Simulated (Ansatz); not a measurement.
Ca$_{3}$SiO in space group Imma (No. 74; Ca on 4e, Ca on 8g, Si on 4e, O on 4b) under volume change, DFT-PBEsol in the program Ansatz with PAW potentials, shape and atoms relaxed at each volume.

| V (Å³/atom) | E − E(relaxed) (meV/atom) | P (GPa) |
|---|---|---|
| 18.412 | 38.9 | 7.44 |
| 19.019 | 16.3 | 4.56 |
| 19.626 | 3.9 | 2.11 |
| 20.233 | 0.0 | 0.00 |
| 20.840 | 3.5 | -1.81 |
| 21.447 | 13.2 | -3.31 |
| 22.054 | 28.3 | -4.61 |

### Question
What does a third-order Birch–Murnaghan fit give for V₀, B₀ and B′?

### Answer
V₀ = 20.23 Å³/atom, B₀ = 64.5 GPa, B′ = 4.3.

The first step of the workflow began from a Materials Project structure, measured or hypothetical; the Crystallography Open Database copy checked does not list it. COD files the formula under space group No. 62. Whether it is the stable phase at ambient conditions was not checked. Symmetry was held in the PBEsol relaxation; its stability against distortions is not shown here.

Potentials: the later of the program's two PAW sets.
